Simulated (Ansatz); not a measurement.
## Calculated field gradients at the nuclei for TiH8N2F6 under strain

The cell is a computed structure from the Materials Project (it need not be an observed phase), relaxed with PBE at fixed cell and then changed (z stretched by 2 %, ions relaxed).

```xyz
17
Lattice="5.8783 0.0000 0.0000 -2.9391 5.0908 0.0000 0.0000 0.0000 4.7166" Properties=species:S:1:pos:R:3 pbc="T T T"
Ti    0.0000    0.0000    0.0000
H     0.0000    3.3938    0.4206
H     2.9391    1.6969    4.2960
H     0.0000    2.4274    1.8049
H    -0.8370    3.8771    1.8049
H     0.8370    3.8771    1.8049
H     2.9391    2.6634    2.9117
H     3.7761    1.2137    2.9117
H     2.1022    1.2137    2.9117
N     0.0000    3.3938    1.4490
N     2.9391    1.6969    3.2676
F    -1.5960    4.3153    3.6448
F     1.5960    4.3153    3.6448
F     0.0000    1.5510    3.6448
F     4.5351    0.7755    1.0718
F     1.3432    0.7755    1.0718
F     2.9391    3.5398    1.0718
```

Sites (sets of like atoms) are named by element and the number of their first atom in this list.

Computed with Ansatz: DFT, PBE, plane waves and PAW, scalar-relativistic, 420 eV cutoff, Γ-centred 4×4×5 k-points, Fermi–Dirac smearing 0.02 eV.

Conventions: |V_zz| ≥ |V_yy| ≥ |V_xx|, η = (V_xx − V_yy)/V_zz, C_Q = eQV_zz/h. ν_Q = 3|C_Q|/[2I(2I − 1)].

Ti-47: I = 5/2, Q = 302.0 mb; H-2: I = 1, Q = 2.858 mb; N-14: I = 1, Q = 20.44 mb. Quadrupole moments are those of Pyykkö's year-2017 table.

Problem. Which values are expected at the nuclei?

Solution. 

| site | atoms (order as listed) | first shell | C_Q (MHz) | η | ν_Q (MHz) |
| --- | --- | --- | --- | --- | --- |
| Ti | 1 | 6 F at 1.89 Å | 3.59 | 0.00 | 0.539 |
| H2 | 2, 3 | 1 N at 1.03 Å | 0.215 | 0.00 | 0.323 |
| H4 | 4, 5, 6, 7, 8, 9 | 1 N at 1.03 Å; also 3 F at 2.04–2.25 Å | 0.209 | 0.01 | 0.313 |
| N | 10, 11 | 4 H at 1.03 Å | 0.202 | 0.00 | 0.303 |

An axis of threefold or higher order runs through Ti, H2 and N, so V_zz lies along it and η is zero. At H4 V_zz points along its bond to N (within 1°).

F has no stable isotope with a ground-state quadrupole moment in the table, so these sites are left out.

The lattice is static: at room temperature ammonium may turn and average the couplings of its hydrogen.
